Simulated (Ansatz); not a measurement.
## Trajectory cell B6Al42N48 of wurtzite AlN alloyed with BN

All numbers below come from DFT, PBEsol, PAW, plane waves (Ansatz 0.2.0).

Command:

```sh
ansatz run in.yaml --threads 1 --pin off --max-ram 30400MiB --runs-dir r --events-out ev --progress --plain --backend cuda --devices 0, --max-vram 18GiB
```

The input less its lattice and atoms:

```yaml
accuracy: low
kpoints:
  mp_grid: { grid: [1, 1, 1] }
hamiltonian:
  xc: pbesol
scf:
  occupations: { method: fermi_dirac, width: 0.1 }
md:
  ensemble: nvt_langevin
  timestep: 2.5
  n_steps: 240
  temperature: 300
  temperature_schedule: [{ n_steps: 120, end_temperature: 300 }, { n_steps: 120, end_temperature: 300 }]
  friction: 0.02
  initial_velocities: maxwell_boltzmann
  seed: 1
```

Start:

```xyz
96
Lattice="9.1444 0.0000 0.0000 0.0000 10.5590 0.0000 0.0000 0.0000 9.7896" Properties=species:S:1:pos:R:3 pbc="T T T"
B     1.5143    0.8619    2.4239
B     9.1124    8.7950    7.3328
B     6.0708    8.7682    7.3044
B     6.1142    1.7657    4.8809
B     6.0872    1.7685    9.7523
B     4.5780    4.4541    9.7743
Al    1.5444    0.8802    7.3373
Al    9.1214    3.5242    2.4275
Al    0.0229    3.5268    7.3183
Al    4.5722    0.8920    2.4475
Al    4.6050    0.8520    7.3064
Al    3.0521    3.5043    2.4317
Al    3.0383    3.5684    7.3123
Al    1.5889    6.1681    2.4413
Al    1.5077    6.1529    7.3491
Al    0.0077    8.8014    2.4481
Al    7.6144    0.8788    2.4318
Al    7.6495    0.8887    7.3585
Al    6.0893    3.5152    2.4141
Al    6.1217    3.5029    7.2886
Al    4.5682    6.1813    2.4711
Al    4.6073    6.1747    7.3390
Al    3.0105    8.7816    2.4325
Al    3.0822    8.8289    7.3288
Al    7.6046    6.1749    2.4270
Al    7.6203    6.1718    7.3448
Al    6.0866    8.7974    2.4335
Al    9.1060    1.7312    4.8694
Al    9.1105    1.7532    9.7864
Al    3.0592    1.7775    4.8874
Al    3.0402    1.7565    9.7690
Al    1.5134    4.4199    4.8702
Al    1.5184    4.4036    0.0196
Al    9.1241    7.0518    4.8848
Al    0.0301    7.0554    0.0205
Al    4.5682    4.4292    4.8832
Al    3.0262    7.0378    4.8839
Al    3.0380    7.0104    9.7511
Al    1.5141    9.6901    4.8796
Al    1.4892    9.6553    9.7521
Al    7.6261    4.3916    4.8566
Al    7.6536    4.3977    9.7614
Al    6.0863    7.0308    4.8973
Al    6.1018    7.0219    0.0159
Al    4.5367    9.6600    4.8722
Al    4.5959    9.6867    9.7487
Al    7.6479    9.6722    4.8915
Al    7.6064    9.7072    9.7782
N     9.1266    1.7809    1.8631
N     9.1283    1.7854    6.7517
N     3.0387    1.7543    1.8447
N     3.0712    1.7540    6.7067
N     1.5411    4.4195    1.8453
N     1.5189    4.3936    6.7430
N     9.1285    7.0357    1.8321
N     0.0129    7.0149    6.7428
N     6.0723    1.7442    1.8284
N     6.1105    1.7881    6.7585
N     4.5536    4.4384    1.8795
N     4.5922    4.3667    6.7138
N     3.0612    7.0594    1.8042
N     3.0427    7.0943    6.7920
N     1.5119    9.6603    1.8422
N     1.5315    9.6865    6.7186
N     7.6286    4.3718    1.8321
N     7.5962    4.4426    6.7501
N     6.1110    7.0396    1.8266
N     6.1003    7.0962    6.7487
N     4.5854    9.6554    1.8603
N     4.5626    9.6403    6.7124
N     7.6397    9.7173    1.8583
N     7.5986    9.7058    6.7338
N     1.5510    0.8877    4.2932
N     1.5503    0.9143    9.2058
N     0.0132    3.4913    4.2948
N     0.0240    3.5039    9.1957
N     4.5611    0.8998    4.2707
N     4.5756    0.8627    9.1871
N     3.0360    3.5268    4.2636
N     3.0353    3.5256    9.2215
N     1.5475    6.1851    4.3029
N     1.5197    6.1268    9.2032
N     9.1302    8.7982    4.2764
N     0.0021    8.7965    9.1914
N     7.6560    0.8828    4.3198
N     7.6425    0.9215    9.1998
N     6.0987    3.5038    4.2762
N     6.0948    3.5112    9.1814
N     4.5786    6.1487    4.2861
N     4.5962    6.1711    9.1661
N     3.0681    8.7660    4.2816
N     3.0152    8.8247    9.2104
N     7.6118    6.1721    4.2743
N     7.6082    6.1723    9.1905
N     6.1006    8.8185    4.3208
N     6.1086    8.8138    9.1991
```

Some of the steps:

```tsv
step	free energy without the kinetic part, less step 0 (eV)	temperature (K)	largest force component (eV/Å)
0	0.000	297	4.09
5	-6.652	721	2.21
10	-4.017	380	5.07
15	-6.625	540	2.85
20	-4.775	368	3.72
25	-6.862	451	3.08
30	-6.235	357	3.19
35	-7.130	389	2.65
40	-7.340	368	3.02
45	-6.968	307	2.73
50	-7.334	320	2.50
55	-7.930	346	2.41
60	-7.790	334	2.31
65	-7.236	276	2.57
70	-7.830	343	2.24
75	-7.683	290	2.11
80	-7.825	288	1.87
85	-8.172	319	2.08
90	-7.916	329	2.09
95	-7.357	271	2.07
100	-7.426	320	2.57
105	-7.208	331	2.16
110	-7.267	338	2.42
115	-7.677	333	2.68
120	-7.655	303	2.48
125	-7.684	328	3.30
130	-7.705	293	2.59
135	-7.833	311	2.36
140	-7.855	316	2.41
145	-7.447	258	2.82
150	-7.564	290	2.80
155	-7.793	281	3.24
160	-8.026	311	1.97
165	-8.047	306	2.08
170	-8.319	292	1.91
175	-8.240	283	2.25
180	-7.621	268	2.06
185	-7.760	279	2.14
190	-7.771	266	2.10
195	-8.105	316	1.82
200	-7.866	275	2.36
205	-7.870	308	2.17
210	-7.592	322	2.56
215	-7.778	323	3.25
220	-8.019	317	1.97
225	-7.434	283	2.27
230	-7.794	321	2.09
235	-7.750	319	2.23
240	-7.915	315	1.93
```

End:

```
B Al N
1.0
     9.14437    0.00000    0.00000
     0.00000   10.55901    0.00000
     0.00000    0.00000    9.78958
B Al N
6 42 48
Direct
  0.16219 0.08798 0.24862
  0.99448 0.84220 0.75403
  0.67580 0.83718 0.74595
  0.67382 0.17725 0.48590
  0.66728 0.18162 0.00220
  0.50643 0.42120 0.00411
  0.16503 0.08502 0.75067
  0.00578 0.33617 0.25458
  0.99669 0.33941 0.75608
  0.50643 0.09073 0.24788
  0.51148 0.09091 0.75382
  0.33022 0.33333 0.24884
  0.33757 0.34501 0.75587
  0.16808 0.59138 0.24968
  0.16010 0.59287 0.74833
  0.99296 0.84479 0.24965
  0.83606 0.08283 0.24460
  0.82919 0.08984 0.73940
  0.66519 0.34007 0.23852
  0.66273 0.33234 0.74375
  0.49695 0.59079 0.24472
  0.50059 0.58698 0.75743
  0.33380 0.85062 0.24796
  0.33205 0.84090 0.74520
  0.83600 0.58932 0.24619
  0.82374 0.59994 0.74298
  0.66107 0.83615 0.24705
  0.99489 0.16451 0.48559
  0.00717 0.17846 0.99745
  0.34451 0.17225 0.48584
  0.33602 0.17959 0.00681
  0.17404 0.42695 0.50342
  0.17724 0.42623 0.00363
  0.98800 0.67667 0.50158
  0.00631 0.68374 0.99082
  0.50311 0.41641 0.49341
  0.33904 0.67617 0.49938
  0.32962 0.67315 0.99501
  0.15804 0.92439 0.50414
  0.15727 0.93130 0.00411
  0.83957 0.41442 0.50294
  0.82594 0.42379 0.99687
  0.65953 0.67817 0.50361
  0.66293 0.66958 0.99264
  0.50386 0.93517 0.49639
  0.49908 0.93274 0.98604
  0.81712 0.92687 0.49904
  0.81976 0.92553 0.98121
  0.01210 0.15780 0.20398
  0.99981 0.16969 0.68688
  0.31410 0.16652 0.19961
  0.33377 0.17229 0.68755
  0.16750 0.41924 0.18956
  0.16929 0.41705 0.70455
  0.01116 0.67924 0.18443
  0.99272 0.69558 0.70102
  0.67383 0.16864 0.16402
  0.66954 0.17122 0.65670
  0.50183 0.42045 0.18179
  0.50071 0.42920 0.68937
  0.33260 0.68130 0.18833
  0.33652 0.67373 0.69366
  0.15603 0.94358 0.19790
  0.14139 0.91058 0.69137
  0.83159 0.41929 0.18628
  0.83250 0.42815 0.69647
  0.67128 0.67452 0.18194
  0.66157 0.69722 0.68856
  0.49740 0.92600 0.18499
  0.51840 0.91718 0.69483
  0.82849 0.92443 0.18199
  0.83164 0.90588 0.70456
  0.16415 0.08549 0.42410
  0.18062 0.09914 0.93633
  0.00621 0.33721 0.44521
  0.99568 0.34481 0.94073
  0.52139 0.10380 0.43217
  0.51644 0.10493 0.94920
  0.33761 0.33677 0.44616
  0.35953 0.34687 0.94900
  0.16661 0.59536 0.44396
  0.16866 0.58825 0.93788
  0.98872 0.84479 0.44190
  0.99540 0.85489 0.92163
  0.80642 0.09951 0.43866
  0.81604 0.10857 0.93884
  0.67984 0.32066 0.43469
  0.64554 0.33284 0.95128
  0.49361 0.58522 0.44116
  0.49747 0.56805 0.95205
  0.33254 0.84669 0.43531
  0.32210 0.84474 0.93692
  0.82598 0.58693 0.44037
  0.83400 0.59307 0.93049
  0.66484 0.84364 0.43648
  0.65561 0.83685 0.91674
```

The run ended as planned.

Time: 11 min of wall time on one NVIDIA H100 with 1 processor threads, on a host shared with other runs; peak host memory 1.3 GiB.
